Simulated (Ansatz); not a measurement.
**ZrH: pressure against volume, fitted**

```
CELL_PARAMETERS angstrom
3.24279 0.00000 0.00000
0.00000 3.24279 0.00000
0.00000 0.00000 4.94800
ATOMIC_POSITIONS crystal
Zr 0.00000 0.50000 0.00000
Zr 0.50000 0.00000 0.50000
H 0.00000 0.00000 0.75000
H 0.00000 0.00000 0.25000
```

Atom numbers follow the list: Zr1, Zr2, H3, H4.

The cell comes from COD entry 1540981, which wasn't checked; take it as a given geometry.

These are results of Ansatz 0.2.0, DFT, PBEsol, all-electron LAPW, scalar-relativistic, not measurements.

Numerical set-up: a Γ-centred 9×9×6 k mesh, Fermi–Dirac smearing of 0.02 eV, basis error target 0.5 meV/atom, no spin polarisation.

The cell is scaled evenly. Fractional coordinates are held (clamped ions).

```json
{"V (Å³/atom)": "12.488", "P (GPa)": "2.43"}
{"V (Å³/atom)": "12.748", "P (GPa)": "-0.17"}
{"V (Å³/atom)": "12.878", "P (GPa)": "-1.39"}
{"V (Å³/atom)": "13.008", "P (GPa)": "-2.56"}
{"V (Å³/atom)": "13.138", "P (GPa)": "-3.66"}
{"V (Å³/atom)": "13.268", "P (GPa)": "-4.72"}
{"V (Å³/atom)": "13.528", "P (GPa)": "-6.69"}
{"V (Å³/atom)": "13.788", "P (GPa)": "-8.47"}
```

(1) Fit a third-order Birch–Murnaghan curve to the pressures.

(2) Predict the pressure at the withheld volume, 12.227 Å³/atom.

Results:

(1) P = (3B0/2)(y^(7/2) − y^(5/2))[1 + (3/4)(B0′ − 4)(y − 1)] with y = (V0/V)^(2/3) fits within 0.01 GPa for V0 = 12.729 Å³/atom, B0 = 122.7 GPa and B0′ = 3.65.

(2) There y = 1.0272, so the fit gives 5.31 GPa; the run gave 5.29 GPa.
